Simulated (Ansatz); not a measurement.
Hf (hcp, Mg type)

```
CELL_PARAMETERS angstrom
      3.20412     0.00000     0.00000
     -1.60206     2.77485     0.00000
      0.00000     0.00000     5.06894
ATOMIC_POSITIONS crystal
  Hf 0.33333 0.66667 0.75000
  Hf 0.66667 0.33333 0.25000
```

Scan: atom 1 (Hf, nearest neighbour Hf at 3.138 Å; its periodic images, 3.2 Å or more away, move with it) is displaced towards the nearest neighbour, direction (-0.511, -0.295, -0.808) in Cartesian axes, by s. The other atoms stay.

The numbers are results of PBE (plane waves to 420 eV, PAW, scalar-relativistic; Ansatz, a first-principles code), not measurements. k mesh 13×13×8 (Γ-centred), Fermi-Dirac smearing 0.05 eV. Stress and pressure are positive under compression. With partly filled bands, energies and forces of such displacements shift with the k mesh and the smearing. F∥ is the force on the atom along that direction. Hf is run without spin polarisation. Hf was relaxed with its symmetry unable to fall. Spin-orbit coupling is left out, though Hf is heavy. The PAW data are Ansatz's earlier set. 

```
s (Å)   P (GPa)  F∥ (eV/Å)
------  -------  ---------
-0.310      2.6          …
-0.248      1.7      1.013
-0.186      0.9          …
-0.124      0.4      0.409
-0.062      0.1      0.180
0.000       0.0      0.000
0.062       0.1     -0.182
0.124       0.4     -0.415
0.186       0.9     -0.697
0.248       1.6     -1.026
0.310       2.5     -1.404
```

### Question
Some entries are withheld; supply them.

### Answer

- -0.310, F∥ (eV/Å): 1.379
- -0.186, F∥ (eV/Å): 0.686

(For displaced atoms, the force is minus the slope of the energy, and its curvature is a force constant, which sets phonon frequencies.)
